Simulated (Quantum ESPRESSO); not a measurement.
**Computed NMR tensors in BP (changed cell)**

```
CELL_PARAMETERS angstrom
      0.00000     2.24341     2.27740
      2.27740     0.00000     2.27740
      2.27740     2.24341     0.00000
ATOMIC_POSITIONS crystal
  B  0.00000 0.00000 0.00000
  P  0.25000 0.25000 0.25000
```
The cell was made here from a computed Materials Project entry: strained by -1 % along the cube axis and by +0.5 % across it, atoms relaxed (PBE without dispersion, pw.x of a modified build of Quantum ESPRESSO, symmetry kept). The parent is BP in F-43m. Stability against distortions was not tested.

Shieldings are absolute and leave out the bulk-susceptibility term; a larger σ means a smaller chemical shift. By our sweeps, such settings leave a few ppm in absolute σ. No d partial waves on P: the paramagnetic term there is incompletely reconstructed. The band gap at this level is small, which makes the paramagnetic part of σ large and sensitive to the functional.

What do the calculations give at each independent site (shieldings by PBE GIPAW (Quantum ESPRESSO, JTH PAW datasets), 20 Ha, k-mesh 10×10×10 shifted, f-sum rule met within 0.012 %)?


```tsv
site	site symmetry	σ_iso (ppm)
B (atom 1)	-4m2	124
P (atom 2)	-4m2	433
```
